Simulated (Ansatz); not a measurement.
Tc:
```yaml
crystal:
  lattice:
    - [2.70966, 0.00000, 0.00000]
    - [-1.35483, 2.34664, 0.00000]
    - [0.00000, 0.00000, 4.33180]
  atoms:
    - { symbol: Tc, position: [0.33333, 0.66667, 0.75000] }
    - { symbol: Tc, position: [0.66667, 0.33333, 0.25000] }
```

Relaxed with LDA. Special points in fractions of this cell's reciprocal vectors: Γ (0.000, 0.000, 0.000); M (0.500, 0.000, 0.000); K (0.333, 0.333, 0.000); A (0.000, 0.000, 0.500); L (0.500, 0.000, 0.500); H (0.333, 0.333, 0.500).

Problem. List the band energies nearest the Fermi level at these points for LDA in the plane-wave PAW code Ansatz.

Solution. In eV from the Fermi level; about four levels below and three above (degenerate sets whole), none deeper than 8.9 eV; … stands for higher levels left out; points with the same levels are listed once.

```tsv
k	below	above
Γ	-0.86 -0.86 -0.14 -0.14	1.88 …
M	-2.03 -1.14 -0.89 -0.47	3.13 3.59 3.60
K	-2.99 -1.95 -1.95 0.00	2.49 2.49 2.94
A	-1.78 -1.78 -1.78 -1.78	…
L	-5.54 -5.54 -3.87 -3.87	0.15 0.15 1.56 1.56
H	-1.80 -1.80 -0.09 -0.09	2.78 2.78 …
```

Space group P6_3/mmc (hcp (Mg type)). The cell was relaxed with LDA under the symmetry of its start. No spin polarisation was allowed. Spin–orbit coupling is left out wherever it is not named.

Potentials: the earlier of the program's two PAW sets.
